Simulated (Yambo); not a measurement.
A G0W0@PBEsol run in Yambo for RbO (space group Immm, No. 71) under isotropic strain of -0.7 % on all lattice vectors (4×4×4 Γ-centred k mesh, 126 bands and a 7 Ry block in the screening, 126 bands in G with the Bruneval-Gonze terminator, plasmon pole fitted at 27.2 eV) gives these matrix elements, in eV, at the band edges (Γ → Γ):

```csv
state,E0,<Vxc>,<Σx>,<Σc(E0)>,Z
valence edge,0.000,-19.460,-25.296,4.254,0.791
conduction edge,2.015,-7.806,-3.905,-3.192,0.871
```

Q: Solve the linearised quasiparticle equation for both states, give the gap, and say how exchange and correlation each act on it.

A: E = E0 + Z(Σx + Σc − Vxc). Valence: 0.000 + 0.791 × (-25.296 + (4.254) − (-19.460)) = -1.25 eV. Conduction: 2.015 + 0.871 × (-3.905 + (-3.192) − (-7.806)) = 2.63 eV. The gap is 3.88 eV, against 2.01 eV in PBEsol. Replacing Vxc by bare exchange alone would open it by 9.74 eV; correlation takes back 7.45 eV of that, and Z scales what is left. Convergence of the G0W0 settings was not tested. The mesh misses a band edge: along a dense path the PBEsol gap is 1.85 eV against 2.01 eV on the mesh. 

Geometry strained from the cell relaxed with PBEsol, atoms relaxed again; primitive cell a = 5.004 Å, b = 5.004 Å, c = 5.004 Å, α = 131.28°, β = 107.93°, γ = 91.86°.
